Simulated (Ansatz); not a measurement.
AlN:
Space group Fm-3m (No. 225); a = b = c = 4.025 Å, α = β = γ = 90.00°

```
atom  site  symmetry       x       y       z
----  ----  --------  ------  ------  ------
Al      4b      m-3m  0.5000  0.5000  0.5000
N       4a      m-3m  0.0000  0.0000  0.0000
```
(The calculation used a cell of 2 atoms; values per cell refer to that cell.)

Relaxed with r²SCAN+D4.

Tabulate the valence density and the electron localisation function along the shortest Al–N contact (2.01 Å), DFT-r²SCAN+D4 in the program Ansatz with PAW potentials.



```tsv
distance from Al (Å)	density (e/Å³)	ELF
0.20	0.04	0.03
0.30	0.05	0.01
0.40	0.07	0.01
0.50	0.11	0.05
0.60	0.16	0.18
0.70	0.23	0.43
0.81	0.32	0.65
0.91	0.42	0.75
1.01	0.54	0.81
1.11	0.70	0.83
1.21	0.93	0.85
1.31	1.25	0.85
1.41	1.74	0.82
1.51	2.40	0.76
1.61	3.04	0.62
1.71	3.42	0.39
1.81	3.47	0.15
```

The density is the valence pseudo-density with augmentation charge, so density and ELF within about 1 Å of a nucleus are not all-electron values.

This is a known high-pressure phase of the composition, computed here at zero pressure and temperature. The r²SCAN+D4 relaxation kept the symmetry of its start; whether a distortion lowers the energy is not shown. The volume moved by -38 % from the start of the relaxation.

Potentials: the earlier of the program's two PAW sets.
